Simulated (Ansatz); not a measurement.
Tc:
Space group P6₃/mmc (No. 194); a = b = 2.7097 Å, c = 4.3318 Å, α = β = 90.00°, γ = 120.00°

```
atom  site  symmetry       x       y       z
----  ----  --------  ------  ------  ------
Tc      2d      -6m2  0.6667  0.3333  0.2500
```

Relaxed with LDA (plane waves, PAW; program Ansatz). Indices refer to the conventional cell of P6_3/mmc, a = 2.7097 Å, b = 2.7097 Å, c = 4.3318 Å, α = 90.00°, β = 90.00°, γ = 120.00°.

### Question
Simulate the powder diffraction pattern (Co Kα, λ = 1.79026 Å; lines above 1 %) up to 2θ = 90°.

### Answer
Simulated powder pattern, Co Kα, λ = 1.79026 Å (kinematic, ideal powder, no thermal factors, no anomalous dispersion; the 30 strongest lines at most, above 1 %, up to 2θ = 90°):

```
2θ (°)  d (Å)  I/Imax (%)         hkl
------  -----  ----------  ----------
44.85   2.347          25  (1 0 -1 0)
48.82   2.166          26      (0002)
51.42   2.063         100  (1 0 -1 1)
68.45   1.592          14  (1 0 -1 2)
82.71   1.355          17  (1 1 -2 0)
```

Symmetry was held in the LDA relaxation. No spin polarisation was allowed. Axis ratios of metals converge slowly with the k-mesh, so a and c are less sure than the volume.

Potentials: the later of the program's two PAW sets.
